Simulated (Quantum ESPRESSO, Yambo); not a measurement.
**Levels of theory for the gap of AlClO monolayer**

A free-standing AlClO monolayer (symmetry Pmmn, slab cell 19.0 Å high): one geometry, one set of norm-conserving PBEsol (Quantum ESPRESSO, 84 Ry, no spin-orbit coupling) orbitals, self-energies from Yambo (6×4×1 Γ-centred k mesh, 142 bands and a 7 Ry block in the screening, 142 bands in G with the Bruneval-Gonze terminator, plasmon pole fitted at 27.2 eV, slab-truncated Coulomb interaction, stochastic integration of W near q = 0).

The layer was cut from Materials Project entry mp-27863 and relaxed with PBEsol in a cell 19.0 Å high, with the Coulomb interaction truncated along z.

```tsv
level	gap (-0.5, 0) → Γ (eV)	direct gap at Γ (eV)	rough Yambo cost
PBEsol (Quantum ESPRESSO)	5.96	6.18	–
exchange only (Hartree-Fock self-energy on PBEsol orbitals)	15.07	14.89	about 1/20 (8 states)
G0W0@PBEsol, plasmon pole	9.51	9.57	1 (8 states)
```

Bare exchange has no screening and gives the widest gap. All rows use the PBEsol edge points; in the exchange only run other k points give a smaller gap, 14.86 eV.

Costs are rough ratios of core time on shared machines.

Nearest settings tried, and what they do to the gap: 53 bands in G: -7 meV; 53 bands in W, 53 bands in G: +102 meV. Not varied: block, mesh, cell height. So the settings aren't converged at that level.

This is a model layer cut from the bulk structure; whether it is stable on its own was not checked.
